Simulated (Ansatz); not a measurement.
**Ba: a fit and a missing row**

Ba, P6/mmm, a = 4.135 Å, c = 3.817 Å. This isn't the element's structure at ambient conditions. Ansatz: PBEsol, PAW, 420 eV, Γ-centred 12×12×12 mesh on 1 atom, Gaussian smearing 0.10 eV; no spin polarisation. Shape and atoms are relaxed at each volume; pressure is positive in compression.

| V (Å³/atom) | P (GPa) |
| --- | --- |
| 53.144 | 0.54 |
| 54.840 | 0.25 |
| 56.536 | -0.02 |
| 58.233 | ? |
| 59.929 | -0.45 |

**Question.** Take V0 = 56.536 Å³/atom, count pressures from its P0 = -0.02 GPa, fit the third-order Birch–Murnaghan form to the other rows, and predict the missing pressure.

**Answer.** With the Eulerian strain f = ½[(V0/V)^(2/3) − 1] and y = (P − P0)/[3f(1 + 2f)^(5/2)], the form is the line y = B0 + 1.5 B0 (B0′ − 4) f. Rows (f, y): 0.02106, 7.99; 0.01026, 8.34; -0.01906, 8.29. Means f = 0.004087, y = 8.2067; Σ(Δf)² = 0.0008620, ΣΔfΔy = -0.004783; the slope is their ratio. y = 8.229 − 5.549 f GPa, so B0 = 8.2 GPa and B0′ = 4 + 2 × (-5.549)/(3 × 8.229) = 3.55. At V = 58.233, f = -0.00976, y = 8.283 and P = -0.25 GPa. The run gave -0.25 GPa, the same to the digits shown.

Cost: 5 runs of about 2.3 core-minutes in all, on Arm Neoverse V1 (shared hosts).